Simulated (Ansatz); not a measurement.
Ir (simple cubic, Pm-3m) under volume change, DFT-PBEsol in the program Ansatz with PAW potentials, scaled uniformly.

| V (Å³/atom) | E − E(relaxed) (meV/atom) | P (GPa) |
|---|---|---|
| 14.933 | 137.9 | 32.83 |
| 15.426 | 57.5 | 19.89 |
| 15.918 | 13.5 | 9.07 |
| 16.410 | 0.0 | 0.00 |
| 16.903 | 12.0 | -7.59 |
| 17.395 | 45.3 | -13.92 |
| 17.887 | 96.4 | -19.19 |

### Question
What does a third-order Birch–Murnaghan fit give for V₀, B₀ and B′?

### Answer
V₀ = 16.41 Å³/atom, B₀ = 276 GPa, B′ = 4.9.

A made-up cell: these elements were put on the sites of a structure type; neither database checked (COD, Materials Project) lists it. It is not the phase usual at ambient conditions (space group No. 225). The PBEsol relaxation kept the symmetry of its start; whether a distortion lowers the energy is not shown. The run is not spin-polarised. Spin–orbit coupling is left out wherever it is not named.

Potentials: the later of the program's two PAW sets.
